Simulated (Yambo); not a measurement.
Yambo run on BaHI (space group P4/nmm, No. 129). The wavefunctions are norm-conserving PBEsol (Quantum ESPRESSO, 72 Ry, without SOC) ones on a 2×2×2 mesh (18 occupied bands); a = b = 4.7758 Å, c = 7.8002 Å, α = β = γ = 90.00°.

Yambo input:

```
rim_cut
gw0
dyson
el_el_corr
HF_and_locXC
mpa
em1d
RandQpts= 1000000
RandGvec= 1 Ry
EXXRLvcs= 72 Ry
VXCRLvcs= 288 Ry
Chimod= "HARTREE"
% BndsRnXm
 1 | 243 |
%
NGsBlkXm= 7 Ry
% LongDrXm
 1.0 | 1.0 | 1.0 |
%
EnSampXm= "2l"
EnGridXm= "lP"
% EnRngeXm
 0.0 | 40.0 | eV
%
% ImRngeXm
 2.72114 | 27.21138 | eV
%
% DmRngeXm
 0.02721 | 2.72114 | eV
%
ETStpsXm= 8
IntSolXm= "PT"
% GbndRnge
 1 | 243 |
%
GTermKind= "none"
DysSolver= "n"
ExtendOut
% QPkrange
 2 | 2 | 18 | 19 |
%
```

k points by index: 2 = Z.

Table of the .qp output:

```
#    K-point    Band    Eo [eV]    E [eV]    E-Eo [eV]    Vxc [eV]    Vnlxc [eV]    Sc|Eo [eV]    Sc|E [eV]    dSc/dw|Eo [eV]    Re(Z)    Im(Z)
#
    2    18    0.000000    -0.876966    -0.876966    -11.25776    -13.97649    1.588473    1.841768    -7.857263    0.775936    -0.002842
    2    19    2.664004    3.212501    0.548498    -8.140903    -4.062333    -3.402127    -3.530072    -6.344171    0.810931    -0.001870
```
(The two width columns are left out.) Convergence of these settings isn't established.

Geometry of the Materials Project entry, not relaxed at this level.
